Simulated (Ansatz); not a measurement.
SrNbO₂F in space group P4/mmm (No. 123; Sr on 1d, Nb on 1a, O on 2f, F on 1b) under volume change, DFT-PBEsol in the program Ansatz with PAW potentials, shape and atoms relaxed at each volume.

```
V (Å³/atom)  E − E(relaxed) (meV/atom)  P (GPa)
-----------  -------------------------  -------
12.532                            59.0    16.64
12.945                            24.6    10.16
13.359                             5.8     4.62
13.772                             0.0     0.00
14.185                             [?]      [?]
14.598                             [?]      [?]
15.011                            41.0    -9.60
```

**Question.** Complete the blanks.

**Answer.** 
- 14.598, E − E(relaxed) (meV/atom): 19.4
- 14.598, P (GPa): -7.06
- 14.185, E − E(relaxed) (meV/atom): 5.2
- 14.185, P (GPa): -3.89

**Question.** What does a third-order Birch–Murnaghan fit give for V₀, B₀ and B′?

**Answer.** V₀ = 13.77 Å³/atom, B₀ = 139 GPa, B′ = 5.0.

The start of the workflow was typed in or built on a structure type; neither database checked (COD, Materials Project) lists it. Whether it is the stable phase at ambient conditions was not checked. The PBEsol relaxation kept the symmetry of its start. At this level the phase is dynamically unstable (imaginary phonons). The workflow began spin-polarised and lost its moments. The cell computed holds one magnetic atom, so no antiferromagnetic order was within reach.

Potentials: the earlier of the program's two PAW sets. The files were generated under PBE; for other functionals the program regenerates the frozen cores, and for LDA and PBEsol the local potential too.
